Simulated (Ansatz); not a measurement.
MgO (rock salt)

```xyz
2
Lattice="0.0000 2.1071 2.1071 2.1071 0.0000 2.1071 2.1071 2.1071 0.0000" Properties=species:S:1:pos:R:3 pbc="T T T"
O      0.0000     0.0000     0.0000
Mg     2.1071     2.1071     2.1071
```

This relaxed cell (volume V₀) is scaled evenly in all directions, its shape held. Symmetry pins the atoms to their sites.

Level of theory: PBEsol (plane waves to 420 eV, PAW, scalar-relativistic; Ansatz, a quantum-chemistry and plane-wave program). k mesh 14×14×14 (Γ-centred), Fermi-Dirac smearing 0.05 eV. The energy includes the smearing's −TS. Stress and pressure are positive under compression. MgO was relaxed with its symmetry unable to fall. The zero of ΔE is the relaxed starting cell.

```tsv
V (Å³/cell)	ΔE (meV/atom)	P (GPa)
15.72	158.3	39.4
16.46	82.3	26.2
17.21	33.9	15.6
17.96	7.9	7.0
18.71	0.0	0.0
19.46	6.9	-5.7
20.21	25.8	-10.3
20.95	54.5	-14.1
21.70	91.2	-17.2
```

Derived quantities:

```
Quantity                                                    Value
-------------------------------------------------  --------------
Pressure at the smallest volume                          39.4 GPa
Energy cost of the largest compression             158.3 meV/atom
Energy cost of the largest expansion                91.2 meV/atom
Bulk modulus B₀ (third-order Birch-Murnaghan fit)         157 GPa
Pressure derivative B₀′ (fit)                                 4.1
Equilibrium volume of the fit                        9.35 Å³/atom
Pressure for 5 % compression (fit)                        9.0 GPa
```

(Under strain, the slope of the energy per volume gives the stress and its curvature an elastic modulus.)
